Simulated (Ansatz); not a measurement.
Space group P3m1 (No. 156). a = 3.949 Å, b = 3.949 Å, c = 13.038 Å, α = 90.00°, β = 90.00°, γ = 120.00°
| atom | site | symmetry | x | y | z |
| --- | --- | --- | --- | --- | --- |
| Be | 1b | 3m. | 0.3333 | 0.6667 | 0.0012 |
| Zn | 1b | 3m. | 0.3333 | 0.6667 | 0.5008 |
| Zn | 1c | 3m. | 0.6667 | 0.3333 | 0.2426 |
| Zn | 1c | 3m. | 0.6667 | 0.3333 | 0.7597 |
| Se | 1b | 3m. | 0.3333 | 0.6667 | 0.1734 |
| Se | 1b | 3m. | 0.3333 | 0.6667 | 0.6904 |
| Se | 1c | 3m. | 0.6667 | 0.3333 | 0.4319 |
| Se | 1c | 3m. | 0.6667 | 0.3333 | 0.9499 |

Equation of state of this BeZn3Se4 structure (not necessarily the ground state), with shape and atoms relaxed at each volume where symmetry leaves them free. These are results of Ansatz, DFT PBE, scalar-relativistic, plane waves, PAW, not measurements.

Settings: cutoff 420 eV, Γ-centred mesh 12×12×2 on the computed 8-atom cell, Gaussian smearing of 0.02 eV; no spin polarisation.

```json
{"V (Å³/atom)": "19.366", "E − E(largest V) (meV/atom)": "39.23", "P (GPa)": "10.04", "gap on mesh (eV)": "2.06"}
{"V (Å³/atom)": "20.027", "E − E(largest V) (meV/atom)": "4.51", "P (GPa)": "6.89", "gap on mesh (eV)": "1.94"}
{"V (Å³/atom)": "20.687", "E − E(largest V) (meV/atom)": "-18.24", "P (GPa)": "4.22", "gap on mesh (eV)": "1.83"}
{"V (Å³/atom)": "21.347", "E − E(largest V) (meV/atom)": "-30.81", "P (GPa)": "1.94", "gap on mesh (eV)": "1.71"}
{"V (Å³/atom)": "22.007", "E − E(largest V) (meV/atom)": "-34.69", "P (GPa)": "0.00", "gap on mesh (eV)": "1.59"}
{"V (Å³/atom)": "22.668", "E − E(largest V) (meV/atom)": "-31.16", "P (GPa)": "-1.66", "gap on mesh (eV)": "1.48"}
{"V (Å³/atom)": "23.328", "E − E(largest V) (meV/atom)": "-21.33", "P (GPa)": "-3.07", "gap on mesh (eV)": "1.36"}
{"V (Å³/atom)": "24.208", "E − E(largest V) (meV/atom)": "0.00", "P (GPa)": "-4.64", "gap on mesh (eV)": "1.22"}
```

**Question.** Fit a third-order Birch–Murnaghan equation, E = E0 + (9V0B0/16)·[(x − 1)³B0' + (x − 1)²(6 − 4x)] with x = (V0/V)^(2/3), to E(V).

**Answer.** V0 = 22.01 Å³/atom, B0 = 60 GPa, B0' = 4.3.

The cell was found from a structure generator's guess, not taken from experiment.
